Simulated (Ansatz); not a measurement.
# PtP: competing structure types

All numbers are results of PBEsol, scalar-relativistic (spin polarisation where moments were expected) in the plane-wave PAW code Ansatz at 420 eV, Gaussian smearing of 0.05 eV, not measurements.

3 relaxed cells of PtP are compared, each from another structure type and at zero pressure. Energies are at 0 K and, with meshes that differ between cells, good to about 5 meV/atom.

```tsv
start	final group	ΔE (meV/atom)	V (Å³/atom)	gap (eV)	B0 (GPa)	unlike neighbours of Pt	their mean distance (Å)
zincblende‡	F-43m	0	18.63	metal	152	4	2.30
wurtzite	P6_3mc	3	18.42	metal	–	4	2.30
rocksalt	Fm-3m	105	15.27	metal	195	6	2.48
```

Unlike neighbours are counted within 20 % of the shortest unlike distance from the first Pt site.

The lowest two (zincblende, wurtzite) lie within 5 meV/atom, so their order is open. The bonds lengthen as the coordination of Pt rises (2.30 Å with 4 neighbours, a mean of 2 cells, 2.48 Å with 6 neighbours), since the same electrons are shared among more bonds, and yet the volume falls (18.5, 15.3 Å³/atom), because higher coordination packs the atoms more densely.

Only the structures tried are compared; a structure that wasn't tried may lie lower. ‡ The elastic check found it unstable, so the cell may be held only by its symmetry; for metals the mesh of that check is too coarse to be sure. No mark: no distortion tried lowers the energy by 0.5 meV/atom or more (2 in metals), or none was tried. Spin–orbit coupling is left out, which matters for the heaviest elements here. All functionals run on datasets generated with PBE.

All runs used the PAW datasets of the set soft_2.
